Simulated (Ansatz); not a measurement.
CdTe (zinc blende)

```
CdTe
1.0
    0.00000     3.30902     3.30902
    3.30902     0.00000     3.30902
    3.30902     3.30902     0.00000
Te Cd
1 1
Direct
  0.75000   0.75000   0.75000
  0.00000   0.00000   0.00000
```

In each cell atom 1 (Te, nearest neighbour Cd at 2.866 Å; its periodic images, 4.7 Å or more away, move with it) moves by s·(-0.577, -0.577, 0.577) (towards the nearest neighbour), the rest being held.

Method: PBE (plane waves to 420 eV, PAW, scalar-relativistic; Ansatz, a program for electronic structure). k mesh 7×7×7 (Γ-centred), Fermi-Dirac smearing 0.05 eV. E stands for the smeared free energy. CdTe was relaxed with its symmetry unable to fall. Spin-orbit coupling is left out, though Te is heavy. ΔE is measured from the undisplaced structure.

| s (Å) | ΔE (meV/cell) |
|---|---|
| -0.290 | 109.4 |
| -0.232 | 75.2 |
| -0.174 | withheld |
| -0.116 | 21.7 |
| -0.058 | 5.8 |
| 0.000 | 0.0 |
| 0.058 | 6.7 |
| 0.116 | 29.1 |
| 0.174 | 70.5 |
| 0.232 | 135.5 |
| 0.290 | 228.9 |

Question: Fit a polynomial form (powers 2, 3, 4) to the given rows and predict ΔE at s = -0.174.

Answer: Least squares on the 10 given rows: ΔE = (1857)·s² + (2441)·s³ + (1842)·s⁴, in meV/cell with s in Å; root-mean-square residual 0.21 meV/cell. At -0.174 the fit gives 45.1 meV/cell; the calculation gives 45.4 meV/cell, so the interpolation is off by -0.3 (-0.7 %). The quadratic term alone would give 56.2 meV/cell.

(A displaced cell: forces are minus the slopes of the energy, force constants its curvatures, and phonons follow from these.)
